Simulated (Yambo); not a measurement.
Yambo run on Mg2FeH6 (space group Fm-3m, No. 225). The wavefunctions come from this Quantum ESPRESSO step (PBEsol, PseudoDojo standard norm-conserving files, scalar-relativistic):

```
&CONTROL
  calculation = 'nscf'
  pseudo_dir = './pseudo'
  outdir = './out'
/
&SYSTEM
  ibrav = 0
  nat = 9
  ntyp = 3
  ecutwfc = 90.0
  ecutrho = 360.0
  occupations = 'fixed'
  force_symmorphic = .true.
  nbnd = 128
/
&ELECTRONS
  conv_thr = 9.000000000000001e-09
  diago_full_acc = .true.
  diago_thr_init = 1e-08
/
ATOMIC_SPECIES
H 1.0080 H.upf
Mg 24.3050 Mg.upf
Fe 55.8450 Fe.upf
CELL_PARAMETERS angstrom
  0.000000000000   3.177530000000   3.177530000000
  3.177530000000   0.000000000000   3.177530000000
  3.177530000000   3.177530000000   0.000000000000
ATOMIC_POSITIONS crystal
H   0.757030000000   0.242970000000   0.757030000000
H   0.242970000000   0.757030000000   0.242970000000
H   0.757030000000   0.242970000000   0.242970000000
H   0.242970000000   0.757030000000   0.757030000000
H   0.757030000000   0.757030000000   0.242970000000
H   0.242970000000   0.242970000000   0.757030000000
Mg   0.250000000000   0.250000000000   0.250000000000
Mg   0.750000000000   0.750000000000   0.750000000000
Fe   0.000000000000   0.000000000000   0.000000000000
K_POINTS automatic
4 4 4 0 0 0
```

Yambo input:

```
rim_cut
gw0
dyson
el_el_corr
HF_and_locXC
ppa
em1d
RandQpts= 1000000
RandGvec= 1 Ry
EXXRLvcs= 90 Ry
VXCRLvcs= 360 Ry
Chimod= "HARTREE"
% BndsRnXp
 13 | 126 |
%
NGsBlkXp= 8 Ry
% LongDrXp
 1.0 | 1.0 | 1.0 |
%
PPAPntXp= 27.2114 eV
% GbndRnge
 1 | 126 |
%
GTermKind= "BG"
DysSolver= "n"
ExtendOut
% QPkrange
 1 | 1 | 21 | 22 |
 3 | 3 | 21 | 22 |
 7 | 7 | 21 | 22 |
 8 | 8 | 21 | 22 |
%
```

k points by index: 1 = Γ, 3 = L, 7 = X, 8 = W.

Resulting energies as the program prints them:

```
#    K-point    Band    Eo [eV]    E [eV]    E-Eo [eV]    Vxc [eV]    Vnlxc [eV]    Sc|Eo [eV]    Sc|E [eV]    dSc/dw|Eo [eV]    Re(Z)    Im(Z)
#
    1    21    -0.784323    -1.009639    -0.225316    -21.53071    -26.60389    4.764969    4.847861    -10.00049    0.731248    -0.002312
    1    22    5.287508    6.188121    0.900614    -16.55935    -12.01736    -3.397627    -3.641371    -7.363552    0.787024    -0.001457
    3    21    -0.295501    -0.392579    -0.097078    -24.02362    -29.13046    4.972997    5.009768    -10.28768    0.725650    -0.001842
    3    22    3.452726    4.463235    1.010509    -20.87872    -15.15168    -4.391135    -4.716526    -8.750307    0.756565    -0.009207
    7    21    -0.216767E-3    -0.048700    -0.048483    -25.33568    -30.67294    5.269997    5.288775    -10.49800    0.721603    -0.001909
    7    22    1.758338    2.814811    1.056473    -21.78851    -16.32013    -4.079206    -4.411905    -8.568217    0.760525    -0.001550
    8    21    0.000000    -0.050938    -0.050938    -25.33727    -30.67495    5.267018    5.286744    -10.49856    0.721592    -0.001913
    8    22    2.911008    3.786602    0.875595    -19.41348    -13.99983    -4.269652    -4.538053    -8.340577    0.765397    -0.865073E-3
```
(The two width columns are left out.) Convergence of these settings isn't established.

Geometry of the Materials Project entry, not relaxed at this level.

The runs are not spin-polarised; magnetic order was not tried.
